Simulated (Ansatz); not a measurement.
Relaxed Sc (hcp, Mg type):

```
Sc
1.0
    3.27714     0.00000     0.00000
   -1.63857     2.83808     0.00000
    0.00000     0.00000     5.08539
Sc
2
Direct
  0.33333   0.66667   0.75000
  0.66667   0.33333   0.25000
```

In this cell atom 1 (Sc, nearest neighbour Sc at 3.169 Å; its periodic images, 3.3 Å or more away, move with it) is moved by u·(0.707, 0.707, 0.000) + v·(0.000, 0.000, 1.000); the rest is frozen.

Computed with PBEsol (plane waves to 420 eV, PAW, scalar-relativistic; Ansatz, a quantum-chemistry and plane-wave program). k mesh 13×13×8 (Γ-centred), Fermi-Dirac smearing 0.05 eV. E stands for the smeared free energy. Stress and pressure are positive under compression. Points where atoms come too close for the PAW data are left out (x in tables, blank in figures). With partly filled bands, energies and forces of such displacements shift with the k mesh and the smearing. Sc is run without spin polarisation. Sc was relaxed with its symmetry unable to fall. The zero of ΔE is the undisplaced structure. Axes are in Å.

ΔE (meV/cell), with u across and v down:

```csv
v \ u,-0.480,-0.320,-0.160,0.000,0.160,0.320,0.480
-0.480,x,618,570,554,570,613,675
-0.320,412,319,259,240,258,311,387
-0.160,238,140,79,59,77,131,209
0.000,179,81,20,0,19,71,150
0.160,238,140,79,59,77,131,209
0.320,412,319,259,240,258,311,387
0.480,x,618,570,554,570,613,675
```

P (GPa), with u across and v down:

| v \ u | -0.480 | -0.320 | -0.160 | 0.000 | 0.160 | 0.320 | 0.480 |
|---|---|---|---|---|---|---|---|
| -0.480 | x | 3.3 | 3.7 | 3.9 | 3.7 | 3.5 | 3.2 |
| -0.320 | 1.3 | 1.6 | 1.7 | 1.8 | 1.7 | 1.7 | 1.6 |
| -0.160 | 0.3 | 0.4 | 0.5 | 0.4 | 0.5 | 0.5 | 0.5 |
| 0.000 | -0.1 | 0.0 | 0.0 | 0.0 | 0.0 | 0.0 | 0.1 |
| 0.160 | 0.3 | 0.4 | 0.5 | 0.4 | 0.5 | 0.5 | 0.5 |
| 0.320 | 1.3 | 1.6 | 1.7 | 1.8 | 1.7 | 1.7 | 1.6 |
| 0.480 | x | 3.3 | 3.7 | 3.9 | 3.7 | 3.5 | 3.2 |

What the scan shows:

```
Property                                                                                                      Result
-----------------------------------------------------------------------------  -------------------------------------
Principal force constants in the plane (five-point differences of the forces)                      1.5 and 4.5 eV/Å²
Softest direction at the centre                                                                              along u
Centre of the map                                                                                          a minimum
Lowest place on the grid                                                       u = 0.000 Å, v = 0.000 Å (0 meV/cell)
```

(For displaced atoms, the force is minus the slope of the energy, and its curvature is a force constant, which sets phonon frequencies.)
